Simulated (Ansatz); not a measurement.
CoGe:
```
CELL_PARAMETERS angstrom
      0.00000     2.37192     2.37192
      2.37192     0.00000     2.37192
      2.37192     2.37192     0.00000
ATOMIC_POSITIONS crystal
  Ge 0.00000 0.00000 0.00000
  Co 0.50000 0.50000 0.50000
```

Relaxed with PBEsol. Special points in fractions of this cell's reciprocal vectors: Γ (0.000, 0.000, 0.000); X (0.500, 0.000, 0.500); U (0.625, 0.250, 0.625); K (0.375, 0.375, 0.750); L (0.500, 0.500, 0.500); W (0.500, 0.250, 0.750).

Problem. List the band energies nearest the Fermi level at these points for plane-wave PAW PBEsol (Ansatz code).

Solution. In eV from the Fermi level; about four levels below and three above (degenerate sets whole), none deeper than 8.9 eV; … stands for higher levels left out; points with the same levels are listed once.

```json
[
 {"k": "Γ", "below": "-1.63 -1.63 -1.63 -1.47 -1.47", "above": "4.35 4.35 4.35"},
 {"k": "X", "below": "-0.63 -0.63 -0.04 -0.04", "above": "0.42 4.63 …"},
 {"k": "U", "below": "-2.24 -0.97 -0.76 -0.25", "above": "0.37 2.11 6.30"},
 {"k": "L", "below": "-2.86 -2.86 -0.87 -0.87 -0.27", "above": "6.45 6.45 7.18"},
 {"k": "W", "below": "-0.63 -0.26 -0.26 -0.02", "above": "0.50 10.74 …"}
]
```

Space group Fm-3m (rock salt). A made-up cell: these elements were put on the sites of a structure type; neither database checked (COD, Materials Project) lists it. Whether it is the stable phase at ambient conditions was not checked. The cell was relaxed with PBEsol under the symmetry of its start. At this level the phase is mechanically unstable. The workflow began spin-polarised and lost its moments. Spin–orbit coupling is left out wherever it is not named.

Potentials: the later of the program's two PAW sets.
